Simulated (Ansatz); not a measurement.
**Structure search: one TiHO candidate**

Theory: DFT PBE, scalar-relativistic, plane waves, PAW (Ansatz 0.2.0). Cutoff 420 eV, Gaussian smearing, Γ-centred meshes. Cell and atoms relax first on a coarse mesh and then on a finer one. In between, the cell is made exact in the group found at 0.06 Å. In metals the finer mesh still leaves noise of several meV/atom or more. The steps can't lower the symmetry of their start, moments included. Collinear spin, starting moments 1 -1 0 0 0 0 μB in the order of the atoms.

The guess for TiHO was made by a generator: ordered mixture on the anion sites of fluorite (P4_2/mmc, No. 131) (occupants of the shared sites, in ratio, H: 2, O: 2). Lengths were set from tabulated atomic sizes, so they are only a guess.

```yaml
crystal:
  lattice:
    - [3.58115, 0.00000, 0.00000]
    - [0.00000, 3.58115, 0.00000]
    - [0.00000, 0.00000, 5.06452]
  atoms:
    - { symbol: Ti, position: [0.00000, 0.50000, 0.00000] }
    - { symbol: Ti, position: [0.50000, 0.00000, 0.50000] }
    - { symbol: H, position: [0.50000, 0.50000, 0.25000] }
    - { symbol: H, position: [0.50000, 0.50000, 0.75000] }
    - { symbol: O, position: [0.00000, 0.00000, 0.75000] }
    - { symbol: O, position: [0.00000, 0.00000, 0.25000] }
```

The zero of energy is the elements' standard structures at the same level (H₂, O₂ as molecules); no fitted shifts are applied.

Problem. Which structure results?

Solution. The symmetry goes from P4_2/mmc (No. 131) to Pmmm (No. 47). At a tolerance of 0.15 Å it has P4_2/mmc, and so small a departure can be an unfinished slide or mesh noise. The volume per atom shrinks by 18.4 %, from 10.8 to 8.8 Å³. The shortest distance goes from 2.19 Å (Ti–H and Ti–O) to 2.04 Å (Ti–O). The energy falls by about 0.19 eV/atom (the start's value is from the coarse mesh). Conventional cell: a = 3.228 Å, b = 3.364 Å, c = 4.881 Å. Ti on its first site is surrounded by 4 H at 2.04 Å and 4 O at 2.06 Å; Ti on its second site is surrounded by 4 O at 2.04 Å and 4 H at 2.06 Å; H is surrounded by 4 Ti at 2.04–2.06 Å, 4 O at 2.33 Å and 2 H at 2.37–2.51 Å; O has 4 Ti at 2.04–2.06 Å, 4 H at 2.33 Å and 2 O at 2.39–2.49 Å.

```cif
data_structure
_symmetry_space_group_name_H-M 'Pmmm'
_symmetry_Int_Tables_number 47
_cell_length_a 3.2285
_cell_length_b 3.3643
_cell_length_c 4.8814
_cell_angle_alpha 90.000
_cell_angle_beta 90.000
_cell_angle_gamma 90.000
_cell_volume 53.02
loop_
_atom_site_label
_atom_site_type_symbol
_atom_site_symmetry_multiplicity
_atom_site_Wyckoff_symbol
_atom_site_fract_x
_atom_site_fract_y
_atom_site_fract_z
_atom_site_occupancy
Ti1 Ti 1 e 0.00000 0.50000 0.00000 1
Ti2 Ti 1 d 0.50000 0.00000 0.50000 1
H1 H 2 t 0.50000 0.50000 0.25711 1
O1 O 2 q 0.00000 0.00000 0.75476 1
```

Problem. Give its energy and gap.

Solution. The formation energy is −1.54 eV/atom. The gap on the 12×12×8 mesh of the 6-atom cell is 0 eV (a metal) and the net moment per atom is 0.24 μB. The moment by site is Ti -0.5, -0.4 μB.

Whether it is stable depends on the other phases of the system, which aren't compared here.

The last run used collinear spin and Gaussian smearing of 0.10 eV. With hydrogen, zero-point motion can shift formation energies by some tens of meV/atom. Another magnetic order may lie lower. Symmetry constrained the relaxation, so the result can be a saddle point. In all, the 3 runs took 19 min on 1 thread of Intel(R) Xeon(R) Processor @ 2.50GHz (Skylake/Cascade Lake) (shared host). Site moments count only spheres around the atoms; the net moment includes the space between them.
